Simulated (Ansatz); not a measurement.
Given:

Sn:
```yaml
crystal:
  lattice:
    - [-1.86665, 1.86665, 1.86665]
    - [1.86665, -1.86665, 1.86665]
    - [1.86665, 1.86665, -1.86665]
  atoms:
    - { symbol: Sn, position: [0.00000, 0.00000, 0.00000] }
```

This is the PBEsol-relaxed structure.

Question: All from plane-wave PAW PBEsol (Ansatz code), unless another level is named. Estimate the density of states at the Fermi level.

Answer: 0.57 states/eV per atom (mean over ±0.08 eV).

Question: Next, the gap with spin–orbit coupling?

Answer: none (metallic).

Space group Im-3m (bcc (W type)). The workflow started from a Materials Project entry (that database holds measured and hypothetical structures alike); the Crystallography Open Database copy checked does not list it. It is not the phase usual at ambient conditions (space group No. 141). The cell was relaxed with PBEsol under the symmetry of its start. At this level the phase is mechanically unstable. Spin–orbit coupling is left out wherever it is not named.

Potentials: the later of the program's two PAW sets.
